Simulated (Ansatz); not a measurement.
**Relaxing tantalum (hcp)**

Computed with DFT, PBEsol, plane waves (420 eV) with PAW, scalar-relativistic (Ansatz 0.2.0). The PAW files were generated under PBE, with cores re-solved for the functional.

k-point mesh 12×12×7, Fermi-Dirac smearing 0.1 eV, no spin polarisation. Cell and atoms relax.

Starting structure:

```yaml
crystal:
  lattice:
    - [2.9451288715, 0.0, 0.0]
    - [-1.4725644358, 2.5505564202, 0.0]
    - [0.0, 0.0, 4.8093954472]
  atoms:
    - { symbol: Ta, position: [0.3333333333, 0.6666666667, 0.25] }
    - { symbol: Ta, position: [0.6666666667, 0.3333333333, 0.75] }
hamiltonian:
  xc: pbesol
  pseudopotentials:
    kind: paw
    azcp:
      Ta: "pseudopotentials/Ta.paw.azcp"
basis:
  ecutwfc: 420
  fft_grid_basis: typed
kpoints:
  mp_grid: { grid: [12, 12, 7], shift: [0, 0, 0] }
magnetization:
  spin_polarized: false
scf:
  occupations: { method: fermi_dirac, width: 0.1 }
relax:
  max_steps: 60
  f_tol: 0.01
  cell: {}
```

Question: The pressure at the start is 0.6 GPa. By how much does the volume change?

Answer: From 18.06 to 18.12 Å³ per atom, 0.3 %. The final cell has a = 2.863 Å, c = 5.103 Å (c/a = 1.782).

Question: How much energy does the relaxation gain?

Answer: 47.6 meV per atom.

Path of the relaxation (the plane waves are chosen anew near the end, which can shift the energy a little):

| step | E − E(final) (meV/atom) | V (Å³/atom) | P (GPa) | max force (eV/Å) |
| --- | --- | --- | --- | --- |
| 0 | 47.62 | 18.063 | 0.57 | 0.000 |
| 1 | 3.26 | 18.180 | -0.84 | 0.000 |
| 2 | 0.50 | 18.147 | -0.40 | 0.000 |
| 3 | 0.24 | 18.114 | 0.00 | 0.000 |
| 4 | 0.00 | 18.114 | 0.00 | 0.000 |
| 5 | 0.00 | 18.116 | -0.01 | 0.000 |
| 6 | 0.00 | 18.116 | -0.01 | 0.000 |
